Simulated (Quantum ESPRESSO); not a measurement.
## NbHf2O5F3 (finding a planted mistake in a log)

Simulated, not a measurement. The program is pw.x of Quantum ESPRESSO 7.5 (plane-wave density functional theory). The cell is made up: 11 atoms on a rutile lattice with one site empty, with randomly drawn elements, strain and displacements, not relaxed. PseudoDojo standard norm-conserving files (v0.5 for PBE, v0.4.1 for LDA and PBEsol) set the functional; there is no spin polarisation, spin-orbit coupling or dispersion term, and the masses in the input are unused placeholders.

The hafnium pseudopotential is less sure than the others, with forces about 3 percent (worst 6) and pressure in oxides about 1.5 GPa (worst 2.7) from a second method in checks, which no rerun with the same files tests.

Intended input:

```
&control calculation='scf', pseudo_dir='./dojo.nc.sr.pbe.v0_5.standard.upf', outdir='./o', disk_io='medium', tprnfor=.true., tstress=.true. /
&system ibrav=0, nat=11, ntyp=4, nbnd=50, ecutwfc=84.00895049, nosym=.true., tot_charge=0,
 occupations='smearing', smearing='fd', degauss=0.0018374661
/
&electrons conv_thr=7.350e-09, electron_maxstep=60, /
ATOMIC_SPECIES
F 1.0 F.upf
Hf 1.0 Hf.upf
Nb 1.0 Nb.upf
O 1.0 O.upf
CELL_PARAMETERS angstrom
4.7866 0.0 0.0
0.0 4.7866 0.0
0.0 0.0 6.3297
ATOMIC_POSITIONS angstrom
Nb 0.0172 0.0394 0.0012
Hf 2.3668 2.4623 1.5891
Hf 0.0096 -0.006 3.1237
O 1.5258 1.4634 0.0135
O 3.2696 3.3591 -0.0422
O 3.8511 1.008 1.5658
F 0.9549 3.9468 1.5332
F 1.4461 1.3407 3.2193
F 3.3388 3.3015 3.139
O 3.8466 0.9073 4.7693
O 0.9199 3.849 4.7576
K_POINTS automatic
5 5 4 1 1 1
```

The log is shortened where brackets say so; the opening notice, blank lines, dates and the lines on written files are dropped, and the path of the files is cut. It prints rydbergs, bohrs and kilobars, and counts compression as positive stress. Where no state is partly filled, the Fermi energy that it prints is only some level between the filled and the empty states on the mesh, and need not lie in the true gap.

Log of the intended run:

```
     Program PWSCF v.7.5
     Parallel version (MPI & OpenMP), running on       1 processor cores
     Number of MPI processes:                 1
     Threads/MPI process:                     1
     [start-up lines left out]
     bravais-lattice index     =            0
     lattice parameter (alat)  =       9.0454  a.u.
     unit-cell volume          =     978.6649 (a.u.)^3
     number of atoms/cell      =           11
     number of atomic types    =            4
     number of electrons       =        88.00
     number of Kohn-Sham states=           50
     kinetic-energy cutoff     =      84.0090  Ry
     charge density cutoff     =     336.0358  Ry
     scf convergence threshold =      7.3E-09
     mixing beta               =       0.7000
     number of iterations used =            8  plain     mixing
     Exchange-correlation= PBE
                           (   1   4   3   4   0   0   0)
     [axes and pseudopotential details left out]
   Cartesian axes
     site n.     atom                  positions (alat units)
         1        Nb     tau(   1) = (   0.0035934   0.0082313   0.0002507  )
         2        Hf     tau(   2) = (   0.4944637   0.5144152   0.3319893  )
         3        Hf     tau(   3) = (   0.0020056  -0.0012535   0.6525927  )
         4        O      tau(   4) = (   0.3187649   0.3057285   0.0028204  )
         5        O      tau(   5) = (   0.6830736   0.7017716  -0.0088163  )
         6        O      tau(   6) = (   0.8045586   0.2105879   0.3271215  )
         7        F      tau(   7) = (   0.1994944   0.8245519   0.3203109  )
         8        F      tau(   8) = (   0.3021142   0.2800944   0.6725651  )
         9        F      tau(   9) = (   0.6975306   0.6897380   0.6557891  )
        10        O      tau(  10) = (   0.8036184   0.1895500   0.9963857  )
        11        O      tau(  11) = (   0.1921823   0.8041198   0.9939414  )
     number of k points=    50  Fermi-Dirac smearing, width (Ry)=  0.0018
                       cart. coord. in units 2pi/alat
        k(    1) = (   0.1000000   0.1000000   0.0945266), wk =   0.0400000
        k(    2) = (   0.1000000   0.1000000   0.2835798), wk =   0.0400000
     [further k points left out]
     Dense  grid:   101813 G-vectors     FFT dimensions: (  54,  54,  72)
     Estimated max dynamical RAM per process >     165.46 MB
     Initial potential from superposition of free atoms
     starting charge      87.9939, renormalised to      88.0000
     Starting wfcs are   62 randomized atomic wfcs
     total cpu time spent up to now is       30.3 secs
     per-process dynamical memory:    98.0 Mb
     Self-consistent Calculation
     iteration #  1     ecut=    84.01 Ry     beta= 0.70
     Davidson diagonalization with overlap
     ethr =  1.00E-02,  avg # of iterations =  2.0
     total cpu time spent up to now is       86.0 secs
     total energy              =    -661.45476499 Ry
     estimated scf accuracy    <       5.42639051 Ry
     iteration #  2     ecut=    84.01 Ry     beta= 0.70
     Davidson diagonalization with overlap
     ethr =  6.17E-03,  avg # of iterations =  6.5
     total cpu time spent up to now is      177.0 secs
     total energy              =    -655.47840067 Ry
     estimated scf accuracy    <      62.08922894 Ry
     [iterations 3 to 15 left out]
     iteration # 16     ecut=    84.01 Ry     beta= 0.70
     Davidson diagonalization with overlap
     ethr =  1.81E-10,  avg # of iterations =  2.2
     total cpu time spent up to now is     1066.5 secs
     total energy              =    -664.45563984 Ry
     estimated scf accuracy    <       0.00000001 Ry
     iteration # 17     ecut=    84.01 Ry     beta= 0.70
     Davidson diagonalization with overlap
     ethr =  1.18E-11,  avg # of iterations =  5.1
     total cpu time spent up to now is     1133.9 secs
     End of self-consistent calculation
     [lines on levels left out]
     the Fermi energy is     9.0290 ev
!    total energy              =    -664.45563984 Ry
     estimated scf accuracy    <          3.6E-09 Ry
     smearing contrib. (-TS)   =      -0.00000000 Ry
     internal energy E=F+TS    =    -664.45563984 Ry
     The total energy is F=E-TS. E is the sum of the following terms:
     one-electron contribution =    -238.11332437 Ry
     hartree contribution      =     161.48211402 Ry
     xc contribution           =    -157.90981808 Ry
     ewald contribution        =    -429.91461141 Ry
     convergence has been achieved in  17 iterations
     Forces acting on atoms (cartesian axes, Ry/au):
     atom    1 type  3   force =    -0.09176055    0.08042622   -0.43796309
     atom    2 type  2   force =     0.08899368   -0.11411976   -0.23498211
     atom    3 type  2   force =    -0.09131471    0.05037868    0.34601834
     atom    4 type  4   force =    -0.08271963   -0.05747049    0.11767759
     atom    5 type  4   force =     0.05920917    0.05258877    0.15226181
     atom    6 type  4   force =     0.00974024   -0.01269855    0.03176009
     atom    7 type  1   force =     0.04202848   -0.05031628    0.04099450
     atom    8 type  1   force =     0.02620773    0.03368436   -0.03833441
     atom    9 type  1   force =     0.01711168    0.02084215    0.00616315
     atom   10 type  4   force =     0.07845995   -0.05958173    0.01114992
     atom   11 type  4   force =    -0.05595604    0.05626663    0.00525420
     Total force =     0.703113     Total SCF correction =     0.000166
     Computing stress (Cartesian axis) and pressure
          total   stress  (Ry/bohr**3)                   (kbar)     P=      -12.70
   0.00023129  -0.00038253   0.00013924           34.02      -56.27       20.48
  -0.00038253   0.00027175  -0.00002071          -56.27       39.98       -3.05
   0.00013924  -0.00002071  -0.00076205           20.48       -3.05     -112.10
     init_run     :     26.80s CPU     30.11s WALL (       1 calls)
     electrons    :   1045.01s CPU   1103.70s WALL (       1 calls)
     forces       :     11.13s CPU     11.25s WALL (       1 calls)
     stress       :     40.76s CPU     42.39s WALL (       1 calls)
     [timing details left out]
     PWSCF        :  18m44.03s CPU  19m50.15s WALL
     JOB DONE.
```

A second run was made from an input with one planted mistake. Its log:

```
     Program PWSCF v.7.5
     Parallel version (MPI & OpenMP), running on       4 processor cores
     Number of MPI processes:                 4
     Threads/MPI process:                     1
     [start-up lines left out]
     bravais-lattice index     =            0
     lattice parameter (alat)  =       9.0454  a.u.
     unit-cell volume          =     978.6649 (a.u.)^3
     number of atoms/cell      =           11
     number of atomic types    =            4
     number of electrons       =        88.00
     number of Kohn-Sham states=           50
     kinetic-energy cutoff     =      84.0090  Ry
     charge density cutoff     =     336.0358  Ry
     scf convergence threshold =      7.3E-09
     mixing beta               =       0.7000
     number of iterations used =            8  plain     mixing
     Exchange-correlation= PBE
                           (   1   4   3   4   0   0   0)
     [axes and pseudopotential details left out]
   Cartesian axes
     site n.     atom                  positions (alat units)
         1        Nb     tau(   1) = (   0.0035934   0.0082313   0.0002507  )
         2        Hf     tau(   2) = (   0.4944637   0.5144152   0.3319893  )
         3        Hf     tau(   3) = (   0.0020056  -0.0012535   0.6525927  )
         4        O      tau(   4) = (   0.3187649   0.3057285   0.0028204  )
         5        O      tau(   5) = (   0.6830736   0.7017716  -0.0088163  )
         6        O      tau(   6) = (   0.8045586   0.2105879   0.3271215  )
         7        F      tau(   7) = (   0.1994944   0.8245519   0.3203109  )
         8        O      tau(   8) = (   0.3021142   0.2800944   0.6725651  )
         9        F      tau(   9) = (   0.6975306   0.6897380   0.6557891  )
        10        F      tau(  10) = (   0.8036184   0.1895500   0.9963857  )
        11        O      tau(  11) = (   0.1921823   0.8041198   0.9939414  )
     number of k points=    50  Fermi-Dirac smearing, width (Ry)=  0.0018
                       cart. coord. in units 2pi/alat
        k(    1) = (   0.1000000   0.1000000   0.0945266), wk =   0.0400000
        k(    2) = (   0.1000000   0.1000000   0.2835798), wk =   0.0400000
     [further k points left out]
     Dense  grid:   101813 G-vectors     FFT dimensions: (  54,  54,  72)
     Estimated max dynamical RAM per process >     291.67 MB
     Estimated total dynamical RAM >       1.07 GB
     Initial potential from superposition of free atoms
     starting charge      87.9939, renormalised to      88.0000
     Starting wfcs are   62 randomized atomic wfcs
     total cpu time spent up to now is        3.6 secs
     per-process dynamical memory:   226.1 Mb
     Self-consistent Calculation
     iteration #  1     ecut=    84.01 Ry     beta= 0.70
     Davidson diagonalization with overlap
     ethr =  1.00E-02,  avg # of iterations =  2.0
     total cpu time spent up to now is        9.5 secs
     total energy              =    -661.50833389 Ry
     estimated scf accuracy    <       5.38973745 Ry
     iteration #  2     ecut=    84.01 Ry     beta= 0.70
     Davidson diagonalization with overlap
     ethr =  6.12E-03,  avg # of iterations =  6.2
     total cpu time spent up to now is       20.2 secs
     total energy              =    -656.66618922 Ry
     estimated scf accuracy    <      52.25820712 Ry
     [iterations 3 to 16 left out]
     iteration # 17     ecut=    84.01 Ry     beta= 0.70
     Davidson diagonalization with overlap
     ethr =  9.93E-11,  avg # of iterations =  3.9
     total cpu time spent up to now is      115.7 secs
     total energy              =    -664.46093279 Ry
     estimated scf accuracy    <          8.5E-09 Ry
     iteration # 18     ecut=    84.01 Ry     beta= 0.70
     Davidson diagonalization with overlap
     ethr =  9.68E-12,  avg # of iterations =  5.0
     total cpu time spent up to now is      122.5 secs
     End of self-consistent calculation
     [lines on levels left out]
     the Fermi energy is     8.1863 ev
!    total energy              =    -664.46093279 Ry
     estimated scf accuracy    <          3.2E-09 Ry
     smearing contrib. (-TS)   =      -0.00000000 Ry
     internal energy E=F+TS    =    -664.46093279 Ry
     The total energy is F=E-TS. E is the sum of the following terms:
     one-electron contribution =    -237.19402477 Ry
     hartree contribution      =     160.99776978 Ry
     xc contribution           =    -157.90635531 Ry
     ewald contribution        =    -430.35832249 Ry
     convergence has been achieved in  18 iterations
     Forces acting on atoms (cartesian axes, Ry/au):
     atom    1 type  3   force =     0.00282805    0.00633775   -0.27437721
     atom    2 type  2   force =     0.03281180   -0.17021646   -0.09205794
     atom    3 type  2   force =     0.06313479    0.11952095    0.21078809
     atom    4 type  4   force =    -0.10851470   -0.08270101    0.07487763
     atom    5 type  4   force =     0.09184967    0.08851988    0.10267640
     atom    6 type  4   force =     0.01493418   -0.02692768   -0.00845877
     atom    7 type  1   force =     0.01072332   -0.03134443    0.01452806
     atom    8 type  4   force =    -0.02791622   -0.00112341   -0.09721448
     atom    9 type  1   force =     0.01102160    0.01528079    0.00675746
     atom   10 type  1   force =     0.00126099    0.00099876    0.00152356
     atom   11 type  4   force =    -0.09213349    0.08165486    0.06095719
     Total force =     0.509344     Total SCF correction =     0.000122
     Computing stress (Cartesian axis) and pressure
          total   stress  (Ry/bohr**3)                   (kbar)     P=      -14.58
  -0.00006544  -0.00068022   0.00033065           -9.63     -100.06       48.64
  -0.00068022  -0.00009449  -0.00001503         -100.06      -13.90       -2.21
   0.00033065  -0.00001503  -0.00013744           48.64       -2.21      -20.22
     init_run     :      3.42s CPU      3.55s WALL (       1 calls)
     electrons    :    118.63s CPU    118.87s WALL (       1 calls)
     forces       :      1.26s CPU      1.27s WALL (       1 calls)
     stress       :      4.30s CPU      4.40s WALL (       1 calls)
     [timing details left out]
     PWSCF        :   2m 7.68s CPU   2m 8.20s WALL
     JOB DONE.
```

Question: what was wrong in the second input?

Answer: two atoms have their elements exchanged. The input lines that differ, file-writing options aside:

```
- F 1.4461 1.3407 3.2193
+ O 1.4461 1.3407 3.2193
- O 3.8466 0.9073 4.7693
+ F 3.8466 0.9073 4.7693
```

|  | intended run | run with the mistake |
| --- | --- | --- |
| free energy (eV) | -9040.380 | -9040.452 |
| smearing term -TS (eV) | 0.0000 | 0.0000 |
| pressure (GPa) | -1.27 | -1.46 |
| largest force component (eV/Å) | 11.260 | 7.055 |
| largest change of a force component (eV/Å) |  | 4.206 |
| iterations | 17 | 18 |

For scale, a rerun of the intended cell at 1467 eV and a 7 x 7 x 6 mesh moved values by no more than 0.004 eV in energy, 0.03 GPa in stress and 0.002 eV/Å in force.